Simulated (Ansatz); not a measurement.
Task: Name crystals whose computed values (r²SCAN in the plane-wave PAW code Ansatz) fall in these windows: electron conductivity mass (mₑ) 0.14 to 0.17; gap (eV) 1.3 to 1.7.

Result: 

```csv
crystal,electron conductivity mass (mₑ),gap (eV)
"CdS, zinc blende",0.15,1.54
"CdS, wurtzite",0.16,1.63
```
Others may fit too.

All cells were relaxed under the symmetry of their starts (and spin orders); stability against distortions was not tested throughout. Spin–orbit coupling is left out wherever it is not named.

Potentials: the later of the program's two PAW sets.
